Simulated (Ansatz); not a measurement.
## Trial structures of Si3As: starts and ends

Theory: Ansatz 0.2.0, DFT PBE, scalar-relativistic, plane waves, PAW. Settings: cutoff 420 eV, Γ-centred meshes spaced at most about 0.3 Å⁻¹, and about 0.25 Å⁻¹ or finer for metals (2π included), Gaussian smearing. No spin polarisation in the final relaxations.

Each guess was relaxed in cell and atoms at zero pressure, within the symmetry of its start. Temperature and zero-point effects are left out. Coordination counts Si atoms around As (those within 1.25 times the shortest such distance or 1.15 times the sum of covalent radii; a plus sign parts nearer from farther groups; the shortest distance is added where it is long for a bond).

```tsv
guess	made from	start group	V start (Å³/atom)	end group	V end (Å³/atom)	coordination at the end	gap on mesh (eV)	E over the lowest end (meV/atom)
1	HgPb3 type	P4/mmm	17.1	P4/mmm	15.9	As 10 from 2.8 Å	0	146
2	In3Bi type	Pm-3m	18.4	Pm-3m (Cu3Au (L1_2))	16.2	As 12 from 2.8 Å	0	228
3	random cell	Fm-3m	20.7	?	?	?	?	?
4	CdPd3 type	I4/mmm	16.2	I4/mmm (TiAl3 (D0_22))	16.2	As 12 from 2.8 Å	0	229
5	Tc3N type	P-6m2	14.1	P-6m2	17.2	As 6+2	0	0
6	random cell	Pm-3m	18.9	Pm-3m (anti-ReO3)	29.1	As 6	0	1124
```

Guess 3 as it starts:

Space group Fm-3m (No. 225). a = 6.920 Å, b = 6.920 Å, c = 6.920 Å, α = 90.00°, β = 90.00°, γ = 90.00°
| atom | site | symmetry | x | y | z |
| --- | --- | --- | --- | --- | --- |
| Si | 8c | -43m | 0.2500 | 0.7500 | 0.7500 |
| Si | 4b | m-3m | 0.5000 | 0.0000 | 0.0000 |
| As | 4a | m-3m | 0.0000 | 0.0000 | 0.0000 |

**Question.** Predict the end of this guess and its energy over the lowest end.

**Answer.** It ends in the BiF3 (D0_3) type, space group Fm-3m (No. 225), with a = 6.333 Å, 15.9 Å³/atom and no gap. It lies 189 meV/atom over the lowest end, above guess 1 and below guess 2. Counting Si atoms around As, this end has As 8+6 from 2.7 Å and the lowest (guess 5) has As 6+2. The lowest (guess 5) holds Si–Si nets (shortest 2.52 Å); in this end the shortest Si–Si distance is 2.74 Å, near bonding range too.

Space group Fm-3m (No. 225). a = 6.333 Å, b = 6.333 Å, c = 6.333 Å, α = 90.00°, β = 90.00°, γ = 90.00°
```
atom  site  symmetry       x       y       z
  Si    8c      -43m  0.2500  0.7500  0.7500
  Si    4b      m-3m  0.5000  0.0000  0.0000
  As    4a      m-3m  0.0000  0.0000  0.0000
```

The zero of energy is the elements' standard structures at the same level; no fitted shifts are applied.

**Question.** Is the lowest end bound against the elements?

**Answer.** No: its formation energy is +0.37 eV/atom. It can't be a ground state, since the elements alone are lower.

The k mesh leaves some 4 meV/atom of noise in the energy of each metallic cell. In P-6m2, P4/mmm, Fm-3m, Pm-3m at 16.2 Å³/atom, I4/mmm and others an odd number of electrons in the primitive cell allows no gap without spin; a larger cell or a magnetic state could open one. A magnetic state wasn't ruled out in cells without spin, among them P-6m2, P4/mmm, Fm-3m, Pm-3m at 16.2 Å³/atom, I4/mmm and others. The reference form of As is held partly by dispersion forces, which this level lacks. Cells relaxed within their symmetry can be saddle points; a later kick test found a lower structure for Si3As P4/mmm. A lower structure may well exist outside this small set. Some types were kept out of the candidates beforehand, so the set may lack a known form.
